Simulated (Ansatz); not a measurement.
Relaxation of a relaxed CsAu cell with every coordinate shifted by Gaussian noise of σ = 0.1 Å; 2 atoms in the cell, which starts as P1 (No. 1), aP2; a = b = c = 4.275 Å, α = β = γ = 90.00°. All values below come from r2SCAN (plane waves to 500 eV, PAW, scalar-relativistic; Ansatz, a first-principles code). Γ-centred k-mesh 8×8×8 on the run's cell (coarser than for final values), Fermi–Dirac smearing 0.05 eV. This is the first round of the run. 

The optimiser's lines from the output (shortened; P is positive under compression):

```
relax step   1: F+E_penalty+E_count = -18850.13082880 eV  Δ(F+E_penalty+E_count) = +0.000e0 eV  max|allowed force component| = 1.528e-1 eV/Å  Δτ_max = 0.0000 Å  P = +0.161 GPa  Ω = 78.103 Å³  (6 SCF iters, dr2 threshold 1.00e-7 eV, accepted)
relax step   2: F+E_penalty+E_count = -18850.14467487 eV  Δ(F+E_penalty+E_count) = -1.385e-2 eV  max|allowed force component| = 8.633e-2 eV/Å  Δτ_max = 0.0425 Å  P = +0.006 GPa  Ω = 78.379 Å³  (9 SCF iters, dr2 threshold 2.00e-7 eV, accepted)
relax step   3: F+E_penalty+E_count = -18850.15178213 eV  Δ(F+E_penalty+E_count) = -7.107e-3 eV  max|allowed force component| = 6.337e-3 eV/Å  Δτ_max = 0.0566 Å  P = -0.012 GPa  Ω = 78.177 Å³  (9 SCF iters, dr2 threshold 2.00e-7 eV, accepted)
relax step   4: F+E_penalty+E_count = -18850.15178873 eV  Δ(F+E_penalty+E_count) = -6.599e-6 eV  max|allowed force component| = 6.549e-3 eV/Å  Δτ_max = 0.0000 Å  P = -0.013 GPa  Ω = 78.177 Å³  stress off target by 2.00e-2 GPa  SCF on the basis re-selected at this cell (its energy is not comparable with the rows above)  (7 SCF iters)
relax step   5: F+E_penalty+E_count = -18850.15184606 eV  Δ(F+E_penalty+E_count) = -5.734e-5 eV  max|allowed force component| = 3.261e-4 eV/Å  Δτ_max = 0.0052 Å  P = -0.003 GPa  Ω = 78.119 Å³  (9 SCF iters, dr2 threshold 1.00e-9 eV, accepted)
relax step   6: F+E_penalty+E_count = -18850.15183987 eV  Δ(F+E_penalty+E_count) = +6.194e-6 eV  max|allowed force component| = 3.081e-4 eV/Å  Δτ_max = 0.0000 Å  P = -0.003 GPa  Ω = 78.119 Å³  stress off target by 5.82e-3 GPa  SCF on the basis re-selected at this cell (its energy is not comparable with the rows above)  (7 SCF iters)
```

From the first to the last row the energy changes by -0.01 eV/atom and the volume by 0.0 %. The last row is marked as not comparable with the walk above it, whose basis was carried along; it does compare with step 1, since both stand on a basis selected at the nominal cutoff for their own cell.

Later rounds, restarted from the end of this one on a renewed k-mesh, logged 2 more steps and released under 1 meV/atom more. The final structure after all rounds: Pm-3m (No. 221), cP2, CsCl type; a = b = c = 4.2748 Å, α = β = γ = 90.00°. No spin polarisation in the result.
